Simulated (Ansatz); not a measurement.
HfO$_{2}$:
```yaml
crystal:
  lattice:
    - [5.04735, 0.00000, 0.00000]
    - [0.00000, 5.13989, 0.00000]
    - [-0.86825, 0.00000, 5.14320]
  atoms:
    - { symbol: Hf, position: [0.27778, 0.04275, 0.20833] }
    - { symbol: Hf, position: [0.72222, 0.54275, 0.29167] }
    - { symbol: Hf, position: [0.72222, 0.95725, 0.79167] }
    - { symbol: Hf, position: [0.27778, 0.45725, 0.70833] }
    - { symbol: O, position: [0.07287, 0.34079, 0.33781] }
    - { symbol: O, position: [0.92713, 0.84079, 0.16219] }
    - { symbol: O, position: [0.92713, 0.65921, 0.66219] }
    - { symbol: O, position: [0.07287, 0.15921, 0.83781] }
    - { symbol: O, position: [0.44627, 0.75850, 0.48127] }
    - { symbol: O, position: [0.55373, 0.25850, 0.01873] }
    - { symbol: O, position: [0.55373, 0.24150, 0.51873] }
    - { symbol: O, position: [0.44627, 0.74150, 0.98127] }
```

Relaxed with LDA. Special points in fractions of this cell's reciprocal vectors: Γ (0.000, 0.000, 0.000); Z (0.000, 0.500, 0.000); D (0.000, 0.500, 0.500); B (0.000, 0.000, 0.500); A (-0.500, 0.000, 0.500); E (-0.500, 0.500, 0.500); C2 (-0.500, 0.500, 0.000); Y2 (-0.500, 0.000, 0.000).

List the band energies nearest the valence-band maximum at these points for LDA in the plane-wave PAW code Ansatz.

In eV from the valence-band maximum; about four levels below and three above (degenerate sets whole), none deeper than 8.9 eV; points with the same levels are listed once.

```
k                     below                above
--  -----------------------  -------------------
Γ    -0.61 -0.46 -0.16 0.00       4.40 5.14 5.22
Z   -0.88 -0.88 -0.46 -0.46  4.98 4.98 5.61 5.61
D   -0.91 -0.91 -0.61 -0.61  4.89 4.89 5.12 5.12
B   -0.88 -0.88 -0.48 -0.48  4.68 4.68 5.24 5.24
A   -1.01 -1.01 -0.46 -0.46  4.32 4.32 5.49 5.49
E   -1.11 -1.11 -0.71 -0.71  4.55 4.55 5.26 5.26
C2  -0.96 -0.96 -0.64 -0.64  4.72 4.72 5.27 5.27
Y2  -0.72 -0.64 -0.39 -0.10       3.94 5.11 5.29
```

Space group P2_1/c. The LDA relaxation kept the symmetry of its start; of distortions, only those at the zone centre were tested. No spin polarisation was allowed. Spin–orbit coupling is left out wherever it is not named.

Potentials: the later of the program's two PAW sets.
